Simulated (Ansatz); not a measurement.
Te$_{2}$Mo:
```yaml
crystal:
  lattice:
    - [3.55665, 0.00000, 0.00000]
    - [-1.77832, 3.08015, 0.00000]
    - [0.00000, 0.00000, 15.33672]
  atoms:
    - { symbol: Te, position: [0.33333, 0.66667, 0.63211] }
    - { symbol: Te, position: [0.66667, 0.33333, 0.36789] }
    - { symbol: Te, position: [0.66667, 0.33333, 0.13211] }
    - { symbol: Te, position: [0.33333, 0.66667, 0.86789] }
    - { symbol: Mo, position: [0.33333, 0.66667, 0.25000] }
    - { symbol: Mo, position: [0.66667, 0.33333, 0.75000] }
```

Relaxed with PBE. Special points in fractions of this cell's reciprocal vectors: Γ (0.000, 0.000, 0.000); M (0.500, 0.000, 0.000); K (0.333, 0.333, 0.000); A (0.000, 0.000, 0.500); L (0.500, 0.000, 0.500); H (0.333, 0.333, 0.500).

Question: List the band energies nearest the valence-band maximum at these points for PBE in the plane-wave PAW code Ansatz.

Answer: In eV from the valence-band maximum; about four levels below and three above (degenerate sets whole), none deeper than 8.9 eV; points with the same levels are listed once.

```json
[
 {"k": "Γ", "below": "-0.91 -0.91 -0.76 -0.14", "above": "2.97 2.97 3.01 3.01"},
 {"k": "M", "below": "-0.78 -0.78 -0.41 -0.32", "above": "1.34 1.36 1.59"},
 {"k": "K", "below": "-1.76 -1.76 -0.09 0.00", "above": "1.03 1.03 1.59"},
 {"k": "A", "below": "-0.91 -0.91 -0.91 -0.91 -0.28 -0.28", "above": "2.99 2.99 2.99 2.99"},
 {"k": "L", "below": "-0.78 -0.78 -0.37 -0.37", "above": "1.35 1.35 1.68 1.68"},
 {"k": "H", "below": "-1.78 -1.78 -0.05 -0.05", "above": "1.03 1.03 1.81 1.81"}
]
```

Space group P6_3/mmc. The PBE relaxation kept the symmetry of its start. No spin polarisation was allowed. A crystal of weakly bound layers computed without a dispersion correction: the cell and the soft elastic constants depend strongly on that. Scalar-relativistic: spin–orbit coupling is off unless named, which matters more the heavier the elements.

Potentials: the earlier of the program's two PAW sets.
